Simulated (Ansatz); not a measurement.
HgTe (zinc blende): map of one atom of the cell

HgTe (zinc blende)

```
CELL_PARAMETERS angstrom
      0.00000     3.25489     3.25489
      3.25489     0.00000     3.25489
      3.25489     3.25489     0.00000
ATOMIC_POSITIONS crystal
  Te 0.75000 0.75000 0.75000
  Hg 0.00000 0.00000 0.00000
```

In this cell atom 1 (Te, nearest neighbour Hg at 2.819 Å; its periodic images, 4.6 Å or more away, move with it) is moved by u·(1.000, 0.000, 0.000) + v·(0.000, 1.000, 0.000); the rest is frozen.

Calculation: PBEsol (plane waves to 420 eV, PAW, scalar-relativistic; Ansatz, a quantum-chemistry and plane-wave program). k mesh 7×7×7 (Γ-centred), Fermi-Dirac smearing 0.05 eV. Energies are smeared free energies. Points where atoms come too close for the PAW data are left out (x in tables, blank in figures). With partly filled bands, energies and forces of such displacements shift with the k mesh and the smearing. Fu and Fv are the components of the force on the atom. At this level the bands of HgTe touch or barely overlap. HgTe was relaxed with its symmetry unable to fall. Spin-orbit coupling is left out, though Hg and Te are heavy. ΔE is measured from the undisplaced structure. Axes are in Å.

ΔE (meV/cell), with u across and v down:

```
v \ u   -0.930  -0.465  0.000  0.465  0.930
------  ------  ------  -----  -----  -----
-0.930       x    3048   1392   3048      x
-0.465    3048    1096    353   1096   3048
0.000     1392     353      0    353   1392
0.465     3048    1096    353   1096   3048
0.930        x    3048   1392   3048      x
```

Fu (eV/Å), with u across and v down:

```tsv
v \ u	-0.930	-0.465	0.000	0.465	0.930
-0.930	x	7.14	0.00	-7.14	x
-0.465	5.05	3.07	0.00	-3.07	-5.05
0.000	2.87	1.49	0.00	-1.49	-2.87
0.465	5.05	3.07	0.00	-3.07	-5.05
0.930	x	7.14	0.00	-7.14	x
```

Summary:

```
Property                                                 Result
------------------------  -------------------------------------
Lowest place on the grid  u = 0.000 Å, v = 0.000 Å (0 meV/cell)
```

(For displaced atoms, the force is minus the slope of the energy, and its curvature is a force constant, which sets phonon frequencies.)
